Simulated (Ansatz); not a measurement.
CsSnBr3:
```cif
data_Br3CsSn
_chemical_formula_sum 'Cs1 Sn1 Br3'
_space_group_name_H-M_alt 'Pm-3m'
_space_group_IT_number 221
_space_group_name_Hall '-P 4 2 3'
_cell_length_a 5.88711
_cell_length_b 5.88711
_cell_length_c 5.88711
_cell_angle_alpha 90.000
_cell_angle_beta 90.000
_cell_angle_gamma 90.000
loop_
_atom_site_label
_atom_site_type_symbol
_atom_site_symmetry_multiplicity
_atom_site_Wyckoff_symbol
_atom_site_fract_x
_atom_site_fract_y
_atom_site_fract_z
_atom_site_occupancy
Cs1 Cs 1 a 0.00000 0.00000 0.00000 1
Sn1 Sn 1 b 0.50000 0.50000 0.50000 1
Br1 Br 3 c 0.00000 0.50000 0.50000 1
```

Relaxed with PBE.

Which orbitals make up the states near the band edges in PBE (plane waves, PAW; program Ansatz)?

Top 1 eV of the valence band: Br 4p 48 %, Sn 5s 29 %, Sn 5p 19 %. Bottom 1 eV of the conduction band: Sn 5p 77 %, Br 4p 10 %, Br 4s 8 %. Projections are on Löwdin-orthogonalised atomic valence shells; empty p or d shells of many metals are not among them.

Tabulate the density of states.

States/eV per cell of 5 atoms, in 0.25 eV bins, energy from the valence-band maximum.

```tsv
E (eV)	total	Br 4p	Sn 5p	Sn 5s
-7.89	1.79	0.59	0.02	1.12
-7.64	1.79	0.55	0.03	1.14
-7.39	1.56	0.44	0.03	1.02
-7.14	0.91	0.23	0.02	0.61
-6.89	0.41	0.09	0.01	0.28
-6.64	0.20	0.03	0.01	0.14
-6.39	0.04	0.00	0.00	0.04
-6.14	0.00	0.00	0.00	0.00
-5.89	0.00	0.00	0.00	0.00
-5.64	0.00	0.00	0.00	0.00
-5.39	0.00	0.00	0.00	0.00
-5.14	0.00	0.00	0.00	0.00
-4.89	2.85	2.00	0.82	0.00
-4.64	4.51	3.22	1.20	0.03
-4.39	2.38	1.73	0.55	0.05
-4.14	2.20	1.65	0.44	0.06
-3.89	3.12	2.46	0.45	0.08
-3.64	7.53	6.39	0.40	0.11
-3.39	4.05	3.84	0.09	0.00
-3.14	9.67	9.36	0.12	0.03
-2.89	12.26	12.01	0.09	0.04
-2.64	12.49	12.22	0.09	0.07
-2.39	4.79	4.53	0.07	0.15
-2.14	1.04	0.72	0.08	0.21
-1.89	1.60	1.06	0.12	0.38
-1.64	1.30	0.78	0.13	0.34
-1.39	0.97	0.56	0.11	0.27
-1.14	0.84	0.47	0.10	0.24
-0.89	0.28	0.14	0.05	0.08
-0.64	0.14	0.06	0.03	0.04
-0.39	0.00	0.00	0.00	0.00
-0.14	0.00	0.00	0.00	0.00
0.11	0.00	0.00	0.00	0.00
0.36	0.00	0.00	0.00	0.00
0.61	0.00	0.00	0.00	0.00
0.86	0.29	0.02	0.24	0.00
1.11	1.20	0.10	0.94	0.01
1.36	2.36	0.25	1.79	0.02
1.61	2.00	0.25	1.51	0.02
1.86	1.38	0.21	1.00	0.02
2.11	1.40	0.25	0.98	0.02
2.36	1.66	0.33	1.11	0.03
2.61	2.18	0.40	1.20	0.05
2.86	1.78	0.32	0.85	0.04
3.11	1.26	0.24	0.61	0.02
3.36	1.94	0.30	0.70	0.02
3.61	3.71	0.58	1.40	0.02
3.86	3.38	0.56	1.29	0.01
4.11	8.00	0.82	1.56	0.01
4.36	6.32	0.37	0.69	0.01
4.61	8.08	0.12	0.14	0.01
4.86	6.50	0.19	0.35	0.00
5.11	5.98	0.13	0.22	0.00
5.36	8.93	0.11	0.07	0.00
```

The PBE relaxation kept the symmetry of its start. The volume moved by 18 % from the start of the relaxation. Spin–orbit coupling is left out wherever it is not named.

Potentials: the later of the program's two PAW sets.
